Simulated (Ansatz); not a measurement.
Starting cell, MoSi₂ (MoSi2 type, space group I4/mmm):

```yaml
crystal:
  lattice:
    - [-1.60086, 1.60086, 3.90929]
    - [1.60086, -1.60086, 3.90929]
    - [1.60086, 1.60086, -3.90929]
  atoms:
    - { symbol: Mo, position: [0.00000, 0.00000, 0.00000] }
    - { symbol: Si, position: [0.33530, 0.33530, 0.00000] }
    - { symbol: Si, position: [0.66470, 0.66470, 0.00000] }
```

In each cell atom 1 (Mo, nearest neighbour Si at 2.605 Å; its periodic images, 3.2 Å or more away, move with it) moves by s·(0.000, 0.000, 1.000) (along Cartesian z), the rest being held.

The numbers are results of r2SCAN (plane waves to 500 eV, PAW, scalar-relativistic; Ansatz, an electronic-structure program), not measurements. k mesh 12×12×12 (Γ-centred), Fermi-Dirac smearing 0.05 eV. E stands for the smeared free energy. With partly filled bands, energies and forces of such displacements shift with the k mesh and the smearing. MoSi2 is run without spin polarisation. MoSi2 was relaxed with its symmetry unable to fall. ΔE is measured from the undisplaced structure. The last digit holds for this mesh only.

| s (Å) | ΔE (meV/cell) |
|---|---|
| -0.260 | withheld |
| -0.208 | 301.8 |
| -0.156 | 168.1 |
| -0.104 | 74.2 |
| -0.052 | 18.5 |
| 0.000 | 0.0 |
| 0.052 | 18.5 |
| 0.104 | 74.2 |
| 0.156 | 168.1 |
| 0.208 | 301.8 |
| 0.260 | withheld |

Q: Fit an even polynomial form (powers 2, 4) to the given rows and predict ΔE at s = 0.260.

A: Least squares on the 9 given rows: ΔE = (6821)·s² + (3578)·s⁴, in meV/cell with s in Å; root-mean-square residual 0.02 meV/cell. At 0.260 the fit gives 477.5 meV/cell; the calculation gives 477.5 meV/cell, the same to the digits shown. The quadratic term alone would give 461.1 meV/cell.

(For displaced atoms, the force is minus the slope of the energy, and its curvature is a force constant, which sets phonon frequencies.)
